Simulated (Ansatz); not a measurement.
ZrC:
```
CELL_PARAMETERS angstrom
      0.00000     2.32070     2.32070
      2.32070     0.00000     2.32070
      2.32070     2.32070     0.00000
ATOMIC_POSITIONS crystal
  Zr 0.00000 0.00000 0.00000
  C  0.50000 0.50000 0.50000
```

Relaxed with LDA. Special points in fractions of this cell's reciprocal vectors: Γ (0.000, 0.000, 0.000); X (0.500, 0.000, 0.500); U (0.625, 0.250, 0.625); K (0.375, 0.375, 0.750); L (0.500, 0.500, 0.500); W (0.500, 0.250, 0.750).

**Question.** List the band energies nearest the Fermi level at these points for LDA (plane waves, PAW; program Ansatz).

**Answer.** In eV from the Fermi level; about four levels below and three above (degenerate sets whole), none deeper than 8.9 eV; points with the same levels are listed once.

```csv
k,below,above
Γ,–,0.96 0.96 0.96
X,-1.95 -1.91,0.13 0.13 4.67
U,-3.10 -2.23 -1.60,1.52 5.07 5.60
L,-7.94 -5.45 -3.05 -3.05,4.68 4.68 5.54
W,-2.72 -2.33 -2.33,3.37 3.37 5.93
```

Space group Fm-3m (rock salt). The LDA relaxation kept the symmetry of its start; of distortions, only those at the zone centre were tested. No spin polarisation was allowed. Spin–orbit coupling is left out wherever it is not named.

Potentials: the later of the program's two PAW sets.
